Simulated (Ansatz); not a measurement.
**W, beta-W (A15): geometry optimisation**

These are results of DFT, BLYP, plane waves (420 eV) with PAW, scalar-relativistic (Ansatz 0.2.0), not measurements. The PAW files were generated under PBE, with cores re-solved for the functional.

k-point mesh 5×5×5, Fermi-Dirac smearing 0.1 eV, no spin polarisation. Cell and atoms relax.

Starting structure:

```yaml
crystal:
  lattice:
    - [5.08300, 0.00000, 0.00000]
    - [0.00000, 5.08300, 0.00000]
    - [0.00000, 0.00000, 5.08300]
  atoms:
    - { symbol: W, position: [0.00000, 0.00000, 0.00000] }
    - { symbol: W, position: [0.50000, 0.50000, 0.50000] }
    - { symbol: W, position: [0.00000, 0.50000, 0.25000] }
    - { symbol: W, position: [0.00000, 0.50000, 0.75000] }
    - { symbol: W, position: [0.25000, 0.00000, 0.50000] }
    - { symbol: W, position: [0.75000, 0.00000, 0.50000] }
    - { symbol: W, position: [0.50000, 0.75000, 0.00000] }
    - { symbol: W, position: [0.50000, 0.25000, 0.00000] }
```

The pressure at the start is 8.9 GPa. By how much does the volume change?

From 16.42 to 16.93 Å³ per atom, 3.1 %. The final cell has a = 5.136 Å.

How much energy does the relaxation gain?

14.0 meV per atom.
